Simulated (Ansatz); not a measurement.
A geometry of TiAl₃ away from equilibrium: step 15 of the relaxation of a randomly generated symmetric cell of TiAl3 (space group No. 166). Method: r2SCAN (plane waves to 500 eV, PAW, scalar-relativistic; Ansatz, a first-principles code). Γ-centred k-mesh 10×10×10 on the run's cell, Fermi–Dirac smearing 0.05 eV.

```
TiAl3
1.0
    2.53605     1.46419     5.95333
   -2.53605     1.46419     5.95333
    0.00000    -2.92838     5.95333
Al Ti
6 2
Direct
  0.28872   0.28872   0.28872
  0.71128   0.71128   0.71128
  0.00000   0.00000   0.50000
  0.50000   0.00000   0.00000
  0.00000   0.50000   0.00000
  0.00000   0.00000   0.00000
  0.57070   0.57070   0.57070
  0.42930   0.42930   0.42930
```

Task: What forces act on the atoms (eV/Å)?

Result: 
| atom | Fx | Fy | Fz |
|---|---|---|---|
| Al1 | 0.00 | 0.00 | -0.06 |
| Al2 | 0.00 | 0.00 | 0.06 |
| Al3 | 0.00 | 0.00 | 0.00 |
| Al4 | 0.00 | 0.00 | 0.00 |
| Al5 | 0.00 | 0.00 | 0.00 |
| Al6 | 0.00 | 0.00 | 0.00 |
| Ti7 | 0.00 | 0.00 | -0.30 |
| Ti8 | 0.00 | 0.00 | 0.30 |

Task: What is the pressure?

Result: +2.7 GPa, compression positive.

No spin polarisation in the result.

The run could not lose the symmetry of its start, so the end can be a saddle point.

The end of the path is a generated cell of TiAl3: the first start was made by a random draw of sites in a space group, and the end was not matched to a known phase here, so it may be hypothetical. Known forms of TiAl3 include space group No. 139.
